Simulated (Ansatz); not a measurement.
**Ansatz run, GaCo**

input.yaml (Ansatz 0.2.0)

```yaml
crystal:
  lattice:
    - [2.864246, 0.0, 0.0]
    - [0.0, 2.864246, 0.0]
    - [0.0, 0.0, 2.864246]
  atoms:
    - { symbol: Co, position: [0.0, 0.0, 0.0] }
    - { symbol: Ga, position: [0.5, 0.5, 0.5] }
  symmetry: { tolerance: 0.0003 }
kpoints:
  mp_grid: { grid: [12, 12, 12], shift: [0, 0, 0] }
  band_path:
    path:
      - [0.0, 0.0, 0.0]
      - [0.0, 0.5, 0.0]
      - [0.5, 0.5, 0.0]
      - [0.0, 0.0, 0.0]
      - [0.5, 0.5, 0.5]
      - [0.0, 0.5, 0.0]
      - [0.5, 0.5, 0.5]
      - [0.5, 0.5, 0.0]
    npoints: 8
magnetization:
  spin_polarized: false
scf:
  occupations: { method: fermi_dirac }
  lower_state_search: "off"
  max_iter: 200
hamiltonian:
  pseudopotentials: { kind: paw }
  xc: pbe
basis:
  ecutwfc: 420
  fft_grid_basis: typed
output:
  forces: true
  stress: true
  eigenvalues: true
  bader: true
  populations: true
  elf: true
  write_potential: true
  volumetric_format: npy
  dos:
    e_range: [-12, 8]
    de: 0.05
    projected: { site_lists: { Co: [Co], Ga: [Ga] } }
checkpoint:
  read: saved_state
```

The saved state is an earlier solution for the same cell, perhaps on another mesh. 

Parts of the output:

```
Free energy (F): -8909.6987 eV
Harris-Foulkes:  -8909.6987 eV  (|F-HF|=1.47e-10)
Internal energy: -8909.6606 eV  (E = F + TS)
E sigma→0 (E₀):  -8909.6796 eV
Entropy (-TS):   -0.0381 eV (-19.053 meV/atom)
Fermi energy:    17.1843 eV
--- Stress (GPa, compression-positive) ---
        3.4888       0.0000       0.0000
        0.0000       3.4888       0.0000
        0.0000       0.0000       3.4888
  P = ⅓ Tr σ = 3.4888 GPa (34.888 kbar)
--- Löwdin populations: 2 sites ---
  site symbol       q [e]
     0     Co     16.4895
     1     Ga     13.3838
  spilling = 0.0042 (of n_electrons = 30.0000)
--- Bader charges: 2 sites ---
  site symbol  charge [e]  shift [e]
     0     Co     -0.3207     0.0019
     1     Ga      0.3207     0.0019
```

Total energies depend on the potentials used, so only differences within one code and one set of settings carry meaning.

Origin: a database entry at a rescaled volume. Caveats: no spin polarisation, so a magnetic state may lie lower.
